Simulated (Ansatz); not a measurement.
Relaxed-ion elastic tensor of MgO in space group P3m1 (No. 156; Pearson symbol hP12) in GPa (Voigt order), the program Ansatz at the r²SCAN level (PAW); density 2.82 g/cm³, 11.87 Å³ per atom.

```
 201   105  83.3   0.0   0.0   0.0
 105   201  83.3   0.0   0.0   0.0
83.3  83.3   185   0.0   0.0   0.0
 0.0   0.0   0.0  53.7   0.0   0.0
 0.0   0.0   0.0   0.0  53.7   0.0
 0.0   0.0   0.0   0.0   0.0  48.3
```

Problem. Is the crystal mechanically stable?

Solution. Yes: the smallest eigenvalue of C is 48.3 GPa.

Problem. Work out the Voigt, Reuss and Hill averages.

Solution. K_V = 126, K_R = 125, K_H = 125; G_V = 52.2, G_R = 51.9, G_H = 52.1 GPa.

Problem. Give Young's modulus, Poisson's ratio, Pugh's ratio and the universal anisotropy index.

Solution. E = 9KG/(3K + G) = 137 GPa; ν = 0.32; K/G = 2.40 (ductile by the Pugh limit of 1.75); A_U = 5G_V/G_R + K_V/K_R − 6 = 0.04.

Problem. Estimate the sound speeds and the Debye temperature.

Solution. v_l = √((K + 4G/3)/ρ) = 8310 m/s, v_t = √(G/ρ) = 4300 m/s, mean 4810 m/s; Θ = (h/k)(3n/4πV)^(1/3) v_m = 628 K.

Problem. How much does each axis shrink under pressure?

Solution. Linear compressibilities β_i = Σ_j S_ij (j = 1 to 3): x 2.4, y 2.4, z 3.3 per TPa.

The first step of the workflow began from a Materials Project structure, measured or hypothetical; the Crystallography Open Database copy checked does not list it. It is not the phase usual at ambient conditions (space group No. 225). Symmetry was held in the r²SCAN relaxation; whether a distortion lowers the energy is not shown.

Potentials: the earlier of the program's two PAW sets.
